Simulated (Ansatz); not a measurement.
# Equation of state of titanium, fcc

Method: DFT, m-r2SCAN, plane waves (500 eV) with PAW, scalar-relativistic in Ansatz. The PAW files were generated under PBE, with cores re-solved for the functional.

The cell is scaled uniformly from the relaxed one, with fractional coordinates and shape fixed. Energies are extrapolated to zero smearing, pressures are those at the given smearing. Magnetic state: non-magnetic.

| V (Å³/atom) | E − E₀ (meV/atom) | P (GPa) |
| --- | --- | --- |
| 15.260 | 105.4 | 17.69 |
| 15.953 | 44.4 | 10.82 |
| 16.647 | 10.7 | 5.03 |
| 17.341 | 0.0 | 0.15 |
| 18.034 | 8.7 | -3.97 |
| 18.728 | 33.8 | -7.44 |
| 19.422 | 72.7 | -10.35 |

(1) Fit a third-order Birch-Murnaghan equation.

## Answers

(1) V₀ = 17.36 Å³/atom, B₀ = 111 GPa, B₀′ = 3.3.

m-r²SCAN is r²SCAN on the gauge-invariant kinetic-energy density; without spin polarisation the two are equal.
